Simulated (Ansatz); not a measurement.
Relaxed-ion elastic tensor of GeMo$_{2}$C in space group P6_3/mmc (No. 194; Ge on 2d, Mo on 4f, C on 2a) in GPa (Voigt order), PBEsol (plane waves, PAW; program Ansatz); density 8.81 g/cm³, 13.03 Å³ per atom.

|  | 1 | 2 | 3 | 4 | 5 | 6 |
|---|---|---|---|---|---|---|
| 1 | 323 | 157 | 191 | 0.0 | 0.0 | 0.0 |
| 2 | 157 | 323 | 191 | 0.0 | 0.0 | 0.0 |
| 3 | 191 | 191 | 344 | 0.0 | 0.0 | 0.0 |
| 4 | 0.0 | 0.0 | 0.0 | 114 | 0.0 | 0.0 |
| 5 | 0.0 | 0.0 | 0.0 | 0.0 | 114 | 0.0 |
| 6 | 0.0 | 0.0 | 0.0 | 0.0 | 0.0 | 83.0 |

### Question
Is the crystal mechanically stable?

### Answer
Yes: the smallest eigenvalue of C is 83.0 GPa.

### Question
Work out the Voigt, Reuss and Hill averages.

### Answer
K_V = 230, K_R = 228, K_H = 229; G_V = 92.1, G_R = 88.2, G_H = 90.2 GPa.

### Question
Give Young's modulus, Poisson's ratio, Pugh's ratio and the universal anisotropy index.

### Answer
E = 9KG/(3K + G) = 239 GPa; ν = 0.33; K/G = 2.54 (ductile by the Pugh limit of 1.75); A_U = 5G_V/G_R + K_V/K_R − 6 = 0.23.

### Question
Estimate the sound speeds and the Debye temperature.

### Answer
v_l = √((K + 4G/3)/ρ) = 6300 m/s, v_t = √(G/ρ) = 3200 m/s, mean 3590 m/s; Θ = (h/k)(3n/4πV)^(1/3) v_m = 454 K.

### Question
Solve the Christoffel equation for the three sound speeds along x, y, z.

### Answer
Eigenvalues of C_ijkl n_j n_l equal ρv². In km/s, slowest first: x 3.07, 3.59, 6.06; y 3.07, 3.59, 6.06; z 3.59, 3.59, 6.25.

### Question
How much does each axis shrink under pressure?

### Answer
Linear compressibilities β_i = Σ_j S_ij (j = 1 to 3): x 1.7, y 1.7, z 1.1 per TPa.

The start of the workflow was typed in or built on a structure type; neither database checked (COD, Materials Project) lists it. Whether it is the stable phase at ambient conditions was not checked. The cell was relaxed with PBEsol under the symmetry of its start; whether a distortion lowers the energy is not shown. The run is not spin-polarised. As this level gives no gap, shear constants depend on the k-mesh and smearing (Fermi–Dirac, 0.1 eV here).

Potentials: the earlier of the program's two PAW sets. The files were generated under PBE; for other functionals the program regenerates the frozen cores, and for LDA and PBEsol the local potential too.
